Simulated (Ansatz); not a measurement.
Li, DFT, PBEsol, all-electron LAPW, scalar-relativistic (Ansatz 0.2.0), run on 1 thread of Arm Neoverse N1 on a shared host.

Structure: COD 9017802, as refined from experiment and not relaxed. The listed cell was then made from it by scaling, straining or moving an atom.

Command: `ansatz run input.yaml --threads 1 --pin off --max-ram 6144MiB --backend cpu --events-out ev --progress --plain --runs-dir out`

```yaml
crystal:
  lattice:
    - [1.5504989657, 0.8951809952, 7.436534]
    - [-1.5504989657, 0.8951809952, 7.436534]
    - [0.0, -1.7903619905, 7.436534]
  atoms:
    - { symbol: Li, position: [0.0, 0.0, 0.0] }
    - { symbol: Li, position: [0.222, 0.222, 0.222] }
    - { symbol: Li, position: [0.778, 0.778, 0.778] }
kpoints:
  mp_grid: { grid: [12, 12, 12] }
  band_path:
    path:
      - [0.0, 0.0, 0.0]
      - [0.5, 0.5, 0.5]
      - [0.8236730623, 0.1763269377, 0.5]
      - [0.5, -0.1763269377, 0.1763269377]
      - [0.5, 0.0, 0.0]
      - [0.0, 0.0, 0.0]
      - [0.3381634689, -0.3381634689, 0.0]
      - [0.6618365311, 0.0, 0.3381634689]
      - [0.5, 0.0, 0.5]
    npoints: 5
scf:
  occupations: { method: fermi_dirac, width: 0.05 }
hamiltonian:
  xc: pbesol
  pseudopotentials: { kind: all_electron, lapw: { basis_error: 0.001 } }
output:
  forces: true
  stress: true
  eigenvalues: true
```

(1) How large is the problem that the program sets up?

(2) About how long does it take, and how much memory does it use?

Results:

(1) 189 irreducible k-points, 75 plane waves at Γ, 9 bands.

(2) 10 s of wall time for 6 SCF iterations, with a peak of 0.24 GiB. Times on shared machines scatter by tens of per cent.
